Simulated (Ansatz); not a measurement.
**Two-dimensional PbSe, first-principles data**

PbSe:
```yaml
crystal:
  lattice:
    - [4.38371, 0.00000, 0.00000]
    - [0.00000, 4.41630, 0.00000]
    - [0.00000, 0.00000, 32.00000]
  atoms:
    - { symbol: Pb, position: [0.50000, 0.01167, 0.54436] }
    - { symbol: Pb, position: [0.00000, 0.51167, 0.45564] }
    - { symbol: Se, position: [0.00000, 0.48126, 0.54273] }
    - { symbol: Se, position: [0.50000, 0.98126, 0.45727] }
```
The layer is periodic in x and y and isolated along z.

Method: r²SCAN+D4 in the plane-wave PAW code Ansatz. Lattice and atoms are relaxed at this level; other levels are named.

Structure:

```json
{
 "In-plane lattice": "a = 4.384 Å, b = 4.416 Å",
 "distance_between_the_outermost_nuclei": "2.84 Å"
}
```

Electronic structure:

```json
{
  "band_gap": "1.75 eV (nearly direct: the direct gap is 1.75 eV)",
  "valence_band_maximum": "on the Y–Γ line, 17 % of the way from Y",
  "conduction_band_minimum": "on the Y–Γ line, 14 % of the way from Y",
  "Ionisation potential (Kohn–Sham)": "4.65 eV",
  "Electron affinity (Kohn–Sham)": "2.90 eV",
  "Electron effective mass, in the valley on the Y–Γ line, 14 % of the way from Y": "0.14 along x, 0.17 along y (mₑ)",
  "Hole effective mass, in the valley on the Y–Γ line, 17 % of the way from Y": "0.14 along x, 0.21 along y (mₑ)",
  "Electron effective mass with spin–orbit coupling, in the valley off the standard path, at k = (-0.014, 0.415, 0.000)": "0.098 along x, 0.19 along y (mₑ)",
  "Gap with spin–orbit coupling": "1.26 eV",
  "HSE06 gap on the r²SCAN+D4 cell": "1.94 eV",
  "HSE06 ionisation potential": "4.81 eV"
}
```

Space group Pmn2_1 (puckered). The layer was cut from a bulk entry of the Materials Project (measured or hypothetical); whether that bulk phase is the ambient one, and whether the layer has been isolated, was not checked. Symmetry was held in the r²SCAN+D4 relaxation; its stability against distortions is not shown here. Scalar-relativistic: spin–orbit coupling is off unless named, which matters more the heavier the elements.

Potentials: the later of the program's two PAW sets.
